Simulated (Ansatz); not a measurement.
The calculation used DFT PBE, scalar-relativistic, plane waves, PAW (Ansatz). All cells share a 420 eV cutoff and Γ-centred k meshes spaced at most about 0.3 Å⁻¹ (2π included). No spin polarisation in the final relaxations.

All energies are static (0 K, no zero-point motion). All come from trial cells, and lower structures may exist.

Question: Which of these relaxed structures of Al2BAs3 is the lowest in energy?
1.

```
CELL_PARAMETERS angstrom
3.83889 0.00000 0.00000
-1.91944 3.32458 0.00000
0.00000 0.00000 9.56348
ATOMIC_POSITIONS crystal
Al 0.00000 0.00000 0.98949
Al 0.66667 0.33333 0.34487
B 0.33333 0.66667 0.67318
As 0.00000 0.00000 0.24653
As 0.66667 0.33333 0.60481
As 0.33333 0.66667 0.89111
```

2.

```
CELL_PARAMETERS angstrom
3.82192 0.00000 0.00000
-1.91096 3.30988 0.00000
0.00000 0.00000 19.26028
ATOMIC_POSITIONS crystal
Al 0.33333 0.66667 0.00587
Al 0.33333 0.66667 0.32886
Al 0.66667 0.33333 0.50587
Al 0.66667 0.33333 0.82886
B 0.33333 0.66667 0.67008
B 0.66667 0.33333 0.17008
As 0.33333 0.66667 0.13553
As 0.33333 0.66667 0.45645
As 0.33333 0.66667 0.77921
As 0.66667 0.33333 0.27921
As 0.66667 0.33333 0.63553
As 0.66667 0.33333 0.95645
```

3.

```
CELL_PARAMETERS angstrom
-1.89933 1.89933 8.37190
1.89933 -1.89933 8.37190
1.89933 1.89933 -8.37190
ATOMIC_POSITIONS crystal
Al 0.84017 0.84017 0.00000
Al 0.15983 0.15983 0.00000
B 0.50000 0.50000 0.00000
As 0.56813 0.06813 0.50000
As 0.25000 0.75000 0.50000
As 0.93187 0.43187 0.50000
```

Answer: 3. It has Al and B ordered on zinc blende sites, space group I-4m2 (No. 119); the next, 1, with Al and B ordered on zinc blende sites, space group P3m1 (No. 156), lies 18 meV/atom higher. Counting As atoms around Al and B (those within 1.25 times the shortest such distance or 1.15 times the sum of covalent radii; a plus sign parts nearer from farther groups), the lowest has Al 4, B 4 and the next has Al 4, B 1+3.

With atoms moved at random, I-4m2 and P3m1 came back. Other cells relaxed within their symmetry can be saddle points. Some candidate types were left out of the draw beforehand, so a known form may be missing.
